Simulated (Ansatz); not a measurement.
The cell of Ta₂F is invented: random cell by space group and Wyckoff sites (P2_1/c, No. 14). Lengths were set from tabulated atomic sizes, so they are only a guess.

Space group P2_1/c (No. 14). a = 6.242 Å, b = 3.024 Å, c = 5.044 Å, α = 90.00°, β = 90.15°, γ = 90.00°
| atom | site | symmetry | x | y | z |
| --- | --- | --- | --- | --- | --- |
| Ta | 4e | 1 | 0.6567 | 0.5665 | 0.3856 |
| F | 2a | -1 | 0.0000 | 0.0000 | 0.0000 |

Level of theory: Ansatz 0.2.0, DFT PBE, scalar-relativistic, plane waves, PAW. Cutoff 420 eV, Gaussian smearing, Γ-centred meshes. Cell and atoms relax first on a coarse mesh, the cell is then made exact in the group found at 0.06 to 0.08 Å, and last on a converged mesh; the steps can't lower the symmetry of their start. No spin polarisation.

A guess keeps its type if space group and coordination stay and the shape of the cell changes little (axis ratios within about 15 %, angles within 6°); the volume may change.

Task: Does it keep its structure type, or change into something else?

Result: It doesn't keep its type. The symmetry stays P2_1/c (No. 14). The volume per atom grows by 2.5 %, from 15.9 to 16.3 Å³. The shortest distance goes from 2.23 Å (Ta–F) to 2.11 Å (Ta–F). Counting neighbours within 15 % of an atom's shortest distance, the start has F 2, Ta 2 and the end F 2, Ta 1. In detail, at the end Ta has 1 F at 2.11 Å, 5 Ta at 2.76–2.90 Å, 2 Ta at 3.11 Å, 1 F at 3.22 Å, 2 Ta at 3.34 Å, 2 F at 3.54 Å, 1 Ta at 3.54 Å and 1 F at 3.73 Å; F has 2 Ta at 2.11 Å.

```cif
data_structure
_symmetry_space_group_name_H-M 'P 1'
_symmetry_Int_Tables_number 1
_cell_length_a 6.7736
_cell_length_b 2.7729
_cell_length_c 5.3047
_cell_angle_alpha 90.000
_cell_angle_beta 101.663
_cell_angle_gamma 90.000
_cell_volume 97.58
loop_
_atom_site_label
_atom_site_type_symbol
_atom_site_fract_x
_atom_site_fract_y
_atom_site_fract_z
_atom_site_occupancy
Ta1 Ta 0.68618 0.61504 0.41875 1
Ta2 Ta 0.31382 0.11504 0.08125 1
Ta3 Ta 0.31382 0.38496 0.58125 1
Ta4 Ta 0.68618 0.88496 0.91875 1
F1 F 0.00000 0.00000 0.00000 1
F2 F 0.00000 0.50000 0.50000 1
```

The last run used a 6×10×6 mesh (in the run's order of axes) for its 6-atom cell and Gaussian smearing of 0.10 eV. These runs have no spin–orbit coupling, which can matter for Ta. A structure relaxed within its symmetry needn't be a true minimum. Another cell of the same search, in P-1, lies 0.40 eV/atom lower, so this cell isn't the stable form at this level.
